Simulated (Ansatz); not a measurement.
Y₂CN₂O₂:
```yaml
crystal:
  lattice:
    - [3.70768, 0.00000, 0.00000]
    - [-1.85384, 3.21094, 0.00000]
    - [0.00000, 0.00000, 8.18025]
  atoms:
    - { symbol: Y, position: [0.33333, 0.66667, 0.67743] }
    - { symbol: Y, position: [0.66667, 0.33333, 0.32257] }
    - { symbol: C, position: [0.00000, 0.00000, 0.00000] }
    - { symbol: N, position: [0.00000, 0.00000, 0.14997] }
    - { symbol: N, position: [0.00000, 0.00000, 0.85003] }
    - { symbol: O, position: [0.33333, 0.66667, 0.39671] }
    - { symbol: O, position: [0.66667, 0.33333, 0.60329] }
```

The program Ansatz at the r²SCAN level (PAW) gives a gap of 4.37 eV without spin–orbit coupling, maximum off the standard path, at k = (-0.057, 0.000, 0.099), minimum at Γ.

### Question
What happens when spin–orbit coupling is switched on?

### Answer
The gap stays essentially unchanged, to 4.37 eV; maximum at Γ, minimum at Γ.

### Question
Give the electron effective mass with spin–orbit coupling.

### Answer
0.63, 0.63, 1.3 mₑ (principal values).

### Question
Give the hole effective mass with spin–orbit coupling.

### Answer
5.4, 5.4, 10 mₑ (principal values).

Space group P-3m1. The first step of the workflow began from a Materials Project structure, measured or hypothetical; the Crystallography Open Database copy checked does not list it. Whether it is the stable phase at ambient conditions was not checked. The cell was relaxed with r²SCAN under the symmetry of its start; its stability against distortions is not shown here. The run is not spin-polarised.

Potentials: the later of the program's two PAW sets.
